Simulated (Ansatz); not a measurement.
# Te and Se on the sites of zinc blende: ordering energies of Be3TeSe2

Theory: DFT PBE, scalar-relativistic, plane waves, PAW (Ansatz 0.2.0). All cells share a 420 eV cutoff and Γ-centred k meshes spaced about 0.3 Å⁻¹ or finer (0.25 for metals, 2π included). No spin polarisation.

Temperature and zero-point effects are left out. Each row is a relaxed arrangement of Te and Se on shared sites of the zinc blende type. The column n gives the unlike atoms among the 12 nearest shared sites, averaged over those sites; energies count from the lowest row.

```csv
row,space group,source,atoms,n (of 12),V (Å³/atom),gap on mesh (eV),ΔE (meV/atom)
1,P-4m2 (No. 115),invented,12,2.67,19.08,1.97,3.6
2,P3m1 (No. 156),invented,6,4.00,19.13,1.76,?
3,I-4m2 (No. 119),invented,6,5.33,19.08,2.18,6.0
4,Imm2 (No. 44),invented,6,6.67,19.06,2.06,0.0
```

The cell of row 2:

```xyz
6
Lattice="3.7836 0.0000 0.0000 -1.8918 3.2767 0.0000 0.0000 0.0000 9.2587" Properties=species:S:1:pos:R:3 pbc="T T T"
Be    1.8918    1.0922    8.3407
Be    0.0000    0.0000    2.4527
Be    0.0000    2.1844    5.4010
Te    0.0000    0.0000    0.0025
Se    1.8918    1.0922    6.1094
Se    0.0000    2.1844    3.1553
```

Q: Take rows 1 and 4 to fix a model with nearest pairs alone, and estimate the missing value.

A: The slope is (0.0 − 3.6)/(6.67 − 2.67) = -0.9 meV/atom for each unlike neighbour. At n = 4.00 that gives 3.6 + (-0.9) × (4.00 − 2.67) = 2.4 meV/atom. The computed value is 12.5 meV/atom, so the model is off by -10.1. Nearest pairs aren't enough here: farther pairs and the strain of relaxing around atoms of unlike size count too.

Spin–orbit coupling, which can matter for Te, is left out. Kohn–Sham gaps at this level usually fall short of measured ones. The missing spin–orbit coupling can work the other way here. Only small cells were tried; in real samples the shared sites are often disordered. Some structure types and database cells were kept out of the candidates from the start, so a known form may be missing.
